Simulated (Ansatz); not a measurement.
Ansatz (a quantum-chemistry and plane-wave program) input:

Ansatz 0.2 input:
```yaml
crystal:
  lattice:
    - [7.6007723524, 0.0, 0.0]
    - [0.0, 8.8720065557, 0.0]
    - [0.0, 0.0, 6.314334043]
  atoms:
    - { symbol: Bi, position: [0.5646109226, 0.75, 0.51278016] }
    - { symbol: Bi, position: [0.4353890774, 0.25, 0.48721984] }
    - { symbol: Bi, position: [0.9353890774, 0.25, 0.01278016] }
    - { symbol: Bi, position: [0.0646109226, 0.75, 0.98721984] }
    - { symbol: Cl, position: [0.3254842909, 0.9377916108, 0.6423355861] }
    - { symbol: Cl, position: [0.6745157091, 0.0622083892, 0.3576644139] }
    - { symbol: Cl, position: [0.1745157091, 0.0622083892, 0.1423355861] }
    - { symbol: Cl, position: [0.8254842909, 0.9377916108, 0.8576644139] }
    - { symbol: Cl, position: [0.8254842909, 0.5622083892, 0.8576644139] }
    - { symbol: Cl, position: [0.1745157091, 0.4377916108, 0.1423355861] }
    - { symbol: Cl, position: [0.6745157091, 0.4377916108, 0.3576644139] }
    - { symbol: Cl, position: [0.3254842909, 0.5622083892, 0.6423355861] }
    - { symbol: Cl, position: [0.0489084073, 0.25, 0.6394458151] }
    - { symbol: Cl, position: [0.9510915927, 0.75, 0.3605541849] }
    - { symbol: Cl, position: [0.4510915927, 0.75, 0.1394458151] }
    - { symbol: Cl, position: [0.5489084073, 0.25, 0.8605541849] }
kpoints:
  mp_grid: { grid: [4, 3, 5] }
hamiltonian:
  xc: r2scan
  dispersion: d4
  pseudopotentials: { kind: paw }
scf:
  occupations: { method: fixed }
checkpoint: { read: static.run }
output: { write_density: true, elf: true, volumetric_format: npy }
```

Output (shortened):

```
Pseudopotential: Bi, paw, valence charge 15
Pseudopotential: Cl, paw, valence charge 7
Functional definition: r2SCAN
Crystal: 16 atoms, lattice volume = 425.801 Å³
Basis set: ecut = 500 eV, 10749 PW (Γ), exchange–correlation on 240×288×192 points (64 copies of the dense FFT grid, shifted against one another)
Bands: 88, of which v1, the nominal top of the filled ones, is band 72 counted from 1 (71 counted from 0)
Symmetry: 8 space group operations
Space group: Pnma (ITA 62), of the structure as read, at distance tolerance 7.5e-5 Å
k-points: 18 of 60
Stability of the state it starts from, as read at its close in the unpolarized treatment …
iter 1 solved again at ethr=1.20e-7 eV; its pass at ethr=3.10e-3 eV (dr2=1.72e-4 eV) is discarded
SCF iter   1: F=—  HF=-62666.287152 eV  |F-HF|=—  |Δ(HF+E_count)|=         —  Δρ=1.53e-6  dr2=8.48e-9  dr2_τ=7.18e-10  ethr=1.20e-7  ⟨swp⟩=4.1  Hψ=9836  notcnv=0  defer=252
preconditioner: auto → Resta (q_TF=auto, 2.277 Å⁻¹)
SCF iter   2: F=—  HF=-62666.287129 eV  |F-HF|=—  |Δ(HF+E_count)|=   2.27e-5  Δρ=8.48e-7  dr2=3.09e-9  dr2_τ=8.18e-10  ethr=5.89e-12  ⟨swp⟩=19.7  Hψ=10608  notcnv=0
SCF iter   3: F=-62666.287129 eV  HF=-62666.287129 eV  |F-HF|=5.75e-10  |Δ(HF+E_count)|=  4.29e-10  Δρ=5.41e-7  dr2=1.16e-9  dr2_τ=9.33e-11  ethr=2.14e-12  ⟨swp⟩=1.1  Hψ=4034  notcnv=0
SCF 1 converged in 3 iterations: F = -62666.287129 eV  dr2 = 1.16e-9
SCF converged after 3 iterations
Free energy (F): -62666.287129 eV
Harris-Foulkes:  -62666.287129 eV  (|F-HF|=5.75e-10)
Internal energy: -62666.287129 eV  (E = F + TS)
E sigma→0 (E₀):  -62666.287129 eV
Fermi energy:    3.350419 eV
--- Per-component energies (eV) ---
  E_band       = -942.503517
  E_kinetic    = 3122.591815
  E_local      = -9958.955749  (includes V_loc(G=0)·N_el)
  E_nonlocal   = 2600.117987
  E_hartree    = 3265.900541
  E_xc         = -1812.879333
  E_vxc        = -2238.894446  (∫ρ·V_xc dr)
  E_paw        = -50750.645561  (= ΣΔE_a)
  E_vpaw       = -1125.267342  (= ΣTr[D̂ρ^β])
  E_aug_tail   = -0.000664  (compensation charges beyond the density's cutoff)
  E_vtau       = 126.104654  (kinetic-family band-sum trace: ∫τ·v_τ [+ j·A + Jᵃ·Aᵃ] dr)
  E_ewald      = -9132.638973
  E_disp       = -1.642498  (pairwise vdW)
  E_core_change = 1.865307  (= ΣΔE_core)
  E_smearing   =  0.000000  (= −TS)
  E_closure    =  0.000000  (closes the sum)
  Σ components = -62666.287129   (vs F -62666.287129, Δ=0.00e0)
  [band-id]    e_kinetic+e_local+e_nonlocal+2·e_hartree+e_vxc+e_vpaw+e_augmentation_tail+e_vtau = -942.502664   (vs E_band -942.503517, Δ=8.53e-4)
--- Band table (eV; the first three rows and the last of 18) ---
  k-point 0: bands = ["-19.4067", "-19.4012", "-19.3985", "-19.3925", "-19.3876", "-19.3866", "-19.3767", "-19.3760", "-19.3434", "-19.3414", "-19.3388", "-19.3374", "-19.3354", "-19.3350", "-19.3346", "-19.3340", "-19.3124", "-19.3110", "-19.3108", …
  k-point 1: bands = ["-19.4060", "-19.4016", "-19.3977", "-19.3929", "-19.3875", "-19.3867", "-19.3766", "-19.3760", "-19.3431", "-19.3411", "-19.3393", "-19.3379", "-19.3354", "-19.3351", "-19.3345", "-19.3341", "-19.3123", "-19.3111", "-19.3108", …
  k-point 2: bands = ["-19.4043", "-19.4026", "-19.3959", "-19.3940", "-19.3872", "-19.3870", "-19.3764", "-19.3762", "-19.3421", "-19.3408", "-19.3400", "-19.3390", "-19.3354", "-19.3353", "-19.3344", "-19.3342", "-19.3119", "-19.3115", "-19.3106", …
  k-point 17: bands = ["-19.4014", "-19.4014", "-19.3972", "-19.3972", "-19.3845", "-19.3845", "-19.3792", "-19.3792", "-19.3409", "-19.3409", "-19.3401", "-19.3401", "-19.3347", "-19.3347", "-19.3345", "-19.3345", "-19.3112", "-19.3112", "-19.3107", …
```

Cost: around 110 core-seconds (rough) on shared cores.

The workflow started from a Materials Project entry (that database holds measured and hypothetical structures alike); the Crystallography Open Database copy checked does not list it. COD files the formula under space group No. 33, so this cell is another polymorph or a model. Whether it is the stable phase at ambient conditions was not checked. The r²SCAN+D4 relaxation kept the symmetry of its start; whether a distortion lowers the energy is not shown. Spin–orbit coupling is left out wherever it is not named.

Potentials: the later of the program's two PAW sets.

Ansatz is a plane-wave DFT program.
